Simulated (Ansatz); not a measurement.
## Notes on YbB₂

```
Yb B
1.0
     6.54311    0.00000    0.00000
    -1.63578    2.83325    0.00000
     0.00000    0.00000    3.75590
Yb B
2 4
Direct
  0.00000 0.00000 0.00000
  0.50000 0.00000 0.00000
  0.16665 0.66670 0.50000
  0.66665 0.66670 0.50000
  0.33330 0.33330 0.50000
  0.83330 0.33330 0.50000
```

Level: PBE, with U_eff = 2.87 eV on Yb f (atomic projectors), collinear spin; 420 eV; 3×6×5 Γ-centred mesh; gaussian occupations (width 0.134 eV); Ansatz 0.2.0, fixed geometry.

The state carries no moments; the state need not be the lowest.

(1) What does the stress say?

(2) Which element gives electrons and which takes them?

(3) Are the atoms at rest?

(4) What happens at the Fermi level?

Origin: a database entry at a rescaled volume. Caveats: the k mesh is coarse if the cell is a metal.

Results:

(1) The pressure is 1.9 GPa (compression positive), so with the atoms held at these fractions the cell would first expand. The principal stresses -1.8, -1.8, 9.5 GPa differ, so its shape would change too.

(2) Bader charges in e: Yb +1.32, B -0.66. In the mean Yb gives up most and B takes most.

(3) Nearly at rest: the largest force is 0.001 eV/Å.

(4) It is a metal, with about 4.8 states/eV a cell as the mean within 0.25 eV of the Fermi level, mostly Yb f (50 %), B p (34 %) and Yb d (14 %).
